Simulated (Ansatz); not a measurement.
AlN:
```xyz
8
Lattice="3.1034 0.0000 0.0000 -1.5517 2.6876 0.0000 0.0000 0.0000 10.0492" Properties=species:S:1:pos:R:3 pbc="T T T"
Al     0.0000     0.0000     0.0146
Al     0.0000     0.0000     5.0393
Al     1.5517     0.8959     7.5405
Al     0.0000     1.7917     2.5159
N      0.0000     0.0000     8.1591
N      0.0000     0.0000     3.1345
N      1.5517     0.8959     5.6467
N      0.0000     1.7917     0.6221
```

x, y and z are the axes in which the lattice vectors are written.

### Question
Give the proper piezoelectric stress tensor with relaxed ions from PBEsol in the plane-wave PAW code Ansatz.

### Answer
In C/m², rows x, y, z, Voigt columns; mesh uncertainty up to 0.00.
```
 0.00   0.00   0.00   0.00   0.34   0.00
 0.00   0.00   0.00   0.34   0.00   0.00
 0.47   0.47  -1.08   0.00   0.00   0.00
```

The elastic tensor of the same run (GPa):

```
      1     2     3    4    5    6
-  ----  ----  ----  ---  ---  ---
1   376   142  92.1  0.0  0.0  0.0
2   142   376  92.1  0.0  0.0  0.0
3  92.1  92.1   402  0.0  0.0  0.0
4   0.0   0.0   0.0  106  0.0  0.0
5   0.0   0.0   0.0  0.0  106  0.0
6   0.0   0.0   0.0  0.0  0.0  117
```

### Question
Convert to strain constants d = e·S.

### Answer
In pC/N:
```
 0.0   0.0   0.0   0.0   3.2   0.0
 0.0   0.0   0.0   3.2   0.0   0.0
 1.5   1.5  -3.4   0.0   0.0   0.0
```

Space group P6_3mc. The cell is a constructed one: a structure type filled with these elements. Its sites differ from those of the usual phase in this space group: another stacking or structure type. Symmetry was held in the PBEsol relaxation; whether a distortion lowers the energy is not shown.

Potentials: the later of the program's two PAW sets.
